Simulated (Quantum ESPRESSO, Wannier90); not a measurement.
# ZrO2 (P4₂/nmc), plane waves to Wannier functions

```
begin unit_cell_cart
ang
    3.6001700000    0.0000000000    0.0000000000
    0.0000000000    3.6001700000    0.0000000000
    0.0000000000    0.0000000000    5.2251600000
end unit_cell_cart
begin atoms_frac
Zr   0.0000000000  0.0000000000  0.0000000000
Zr   0.5000000000  0.5000000000  0.5000000000
O    0.0000000000  0.5000000000  0.3017700000
O    0.0000000000  0.5000000000 -0.1982300000
O    0.5000000000  0.0000000000  0.1982300000
O    0.5000000000  0.0000000000 -0.3017700000
end atoms_frac
```

Structure: Materials Project mp-2574, symmetrised, not relaxed again. COD (Crystallography Open Database) has the formula in 4 space groups, this one among them (matched by group alone). Level: PBEsol, spinors with spin-orbit coupling; pw.x of Quantum ESPRESSO at 68 Ry with PseudoDojo potentials, 6×6×4 k-points, Wannier90. Density: 8×8×6 mesh, cold smearing 0.01 Ry.

Bands 17-24 form an isolated set from -17.40 to -15.22 eV relative to the valence-band maximum (on the path) and are turned into 8 Wannier functions by minimising the spread from the start: atomic waves O 2s.

Where do the functions sit, how wide are they and what are they made of?


```tsv
functions	spread (Å²)	nearest atom, distance (Å)	second atom, distance (Å)	weight on atomic waves
8	0.86	O 0.04	Zr 2.06	O 2s 79 %, Zr 4d 10 %
```

Ω_I = 6.86 Å², Ω_total = 6.86 Å²; the interpolated bands follow pw.x to 0.0 meV rms on the path. Only this start was tried; a symmetric start can stop on a saddle, and mixtures of these functions could lower the total by at most Ω_total − Ω_I.
